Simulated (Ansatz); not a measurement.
CdS (wurtzite)

```
CELL_PARAMETERS angstrom
      4.19618     0.00000     0.00000
     -2.09809     3.63400     0.00000
      0.00000     0.00000     6.82953
ATOMIC_POSITIONS crystal
  Cd 0.33333 0.66667 0.99917
  Cd 0.66667 0.33333 0.49917
  S  0.33333 0.66667 0.37563
  S  0.66667 0.33333 0.87563
```

Scan: atom 4 (S, nearest neighbour Cd at 2.565 Å; its periodic images, 4.2 Å or more away, move with it) is displaced along Cartesian z, direction (0.000, 0.000, 1.000) in Cartesian axes, by s. The other atoms stay.

Method: PBE (plane waves to 420 eV, PAW, scalar-relativistic; Ansatz, a program for electronic structure). k mesh 7×7×4 (Γ-centred), Fermi-Dirac smearing 0.05 eV. The energy includes the smearing's −TS. Left out: 1 of 11 points, with atoms too close for the PAW data. CdS was relaxed with its symmetry unable to fall. The zero of ΔE is the undisplaced structure.

| s (Å) | ΔE (meV/cell) |
|---|---|
| -0.616 | 2691 |
| -0.462 | 1218 |
| -0.308 | 445 |
| -0.154 | 93 |
| 0.000 | 0 |
| 0.154 | 66 |
| 0.308 | 228 |
| 0.462 | 440 |
| 0.616 | 668 |
| 0.770 | 894 |

What force constant k = d²E/ds² at s = 0 does the table give?

6.6 eV/Å². It is the second difference of the nearest points, corrected with the next pair.

With k = 6.59 eV/Å² from the forces, is the well harmonic out to s = 0.770 Å?

½ks² = 1954 meV/cell against the computed 894 meV/cell, so the well is softer than harmonic there.

(For displaced atoms, the force is minus the slope of the energy, and its curvature is a force constant, which sets phonon frequencies.)
